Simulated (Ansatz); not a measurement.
# AlCu₃: relaxed-ion elastic tensor

All numbers below come from DFT LDA, scalar-relativistic, plane waves, PAW (Ansatz). Cutoff 420 eV, 12×12×8 k-points (Γ-centred), Fermi-Dirac smearing of 0.15 eV. No spin polarisation.

Equilibrium structure at this level:
```
CELL_PARAMETERS angstrom
5.08346 0.00000 0.00000
-2.54173 4.40240 0.00000
0.00000 0.00000 4.12767
ATOMIC_POSITIONS crystal
Al 0.66667 0.33333 0.25000
Al 0.33333 0.66667 0.75000
Cu 0.33033 0.16516 0.75000
Cu 0.83484 0.16516 0.75000
Cu 0.83484 0.66967 0.75000
Cu 0.66967 0.83484 0.25000
Cu 0.16516 0.83484 0.25000
Cu 0.16516 0.33033 0.25000
```

In a metal, frequencies and elastic constants depend on the k mesh and the smearing, soft modes and shear constants most.

(1) Give the relaxed-ion elastic constants (GPa, Voigt order xx yy zz yz xz xy, on the axes of the cell above).

(2) Is the crystal stable against homogeneous strain?

(3) And the moduli of a polycrystal (Hill averages)?

## Answers

(1)
```
247.2 146.5 103.3   0.0   0.0   0.0
146.5 247.2 103.3   0.0   0.0   0.0
103.3 103.3 304.1   0.0   0.0   0.0
  0.0   0.0   0.0  58.2   0.0   0.0
  0.0   0.0   0.0   0.0  58.2   0.0
  0.0   0.0   0.0   0.0   0.0  50.4
```

(2) Yes: the least eigenvalue of the tensor is 50.3 GPa.

(3) B = 167 GPa, G = 61 GPa, E = 164 GPa, ν = 0.34.

Whether AlCu3 exists in this form wasn't checked.

Cost: 1 run of about 45 core-minutes, on Intel Xeon Platinum 8259CL (Skylake/Cascade Lake) (shared hosts).